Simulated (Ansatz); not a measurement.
# Computed energy over volume and axial ratio: TaC (rock salt)

TaC (rock salt)

```
TaC
1.0
    0.00000     2.23794     2.23794
    2.23794     0.00000     2.23794
    2.23794     2.23794     0.00000
C Ta
1 1
Cartesian
  0.00000   0.00000   0.00000
  2.23794   2.23794   2.23794
```

Grid over V/V₀ and (c/a)/(c/a)₀, subscript 0 meaning the relaxed cell; the conventional c axis lies along z; no internal relaxation.

Calculation: PBE (plane waves to 420 eV, PAW, scalar-relativistic; Ansatz, a program for electronic structure). k mesh 18×18×18 (Γ-centred), Fermi-Dirac smearing 0.05 eV. E stands for the smeared free energy. Stress and pressure are positive under compression. With partly filled bands, the response to shear is sensitive to the k mesh, so small differences along c/a are uncertain. Spin-orbit coupling is left out, though Ta is heavy. TaC is run without spin polarisation. TaC was relaxed with its symmetry unable to fall. The PAW data are Ansatz's earlier set. The zero of ΔE is the relaxed starting cell.

ΔE (eV/atom), with V/V₀ across and (c/a)/(c/a)₀ down:

| (c/a)/(c/a)₀ \ V/V₀ | 0.960 | 0.973 | 0.987 | 1.000 | 1.013 | 1.027 | 1.040 |
|---|---|---|---|---|---|---|---|
| 0.960 | 0.046 | 0.033 | 0.026 | 0.023 | 0.024 | 0.028 | 0.037 |
| 0.973 | 0.031 | 0.019 | 0.012 | 0.010 | 0.011 | 0.016 | 0.025 |
| 0.987 | 0.022 | 0.011 | 0.004 | 0.002 | 0.004 | 0.010 | 0.019 |
| 1.000 | 0.019 | 0.008 | 0.002 | 0.000 | 0.002 | 0.008 | 0.017 |
| 1.013 | 0.022 | 0.011 | 0.004 | 0.002 | 0.004 | 0.010 | 0.019 |
| 1.027 | 0.030 | 0.018 | 0.012 | 0.009 | 0.011 | 0.016 | 0.025 |
| 1.040 | 0.043 | 0.031 | 0.023 | 0.020 | 0.021 | 0.026 | 0.034 |

σzz (GPa), with V/V₀ across and (c/a)/(c/a)₀ down:

| (c/a)/(c/a)₀ \ V/V₀ | 0.960 | 0.973 | 0.987 | 1.000 | 1.013 | 1.027 | 1.040 |
|---|---|---|---|---|---|---|---|
| 0.960 | 35.7 | 29.4 | 23.5 | 18.0 | 12.8 | 8.0 | 3.4 |
| 0.973 | 27.5 | 21.6 | 16.1 | 11.0 | 6.2 | 1.7 | -2.5 |
| 0.987 | 20.5 | 15.0 | 9.9 | 5.1 | 0.6 | -3.5 | -7.5 |
| 1.000 | 14.4 | 9.3 | 4.5 | 0.0 | -4.2 | -8.1 | -11.7 |
| 1.013 | 8.7 | 3.9 | -0.6 | -4.8 | -8.7 | -12.3 | -15.7 |
| 1.027 | 3.1 | -1.4 | -5.5 | -9.4 | -13.0 | -16.4 | -19.5 |
| 1.040 | -2.1 | -6.3 | -10.1 | -13.7 | -17.0 | -20.1 | -23.0 |

Read from the data:

* **Lowest place on the grid**: V/V₀ = 1.000, (c/a)/(c/a)₀ = 1.000 (0 meV/atom)
* **Highest place on the grid**: V/V₀ = 0.960, (c/a)/(c/a)₀ = 0.960 (46 meV/atom)

(A scan under strain: stresses follow from slopes of the energy per volume, elastic moduli from its curvatures.)
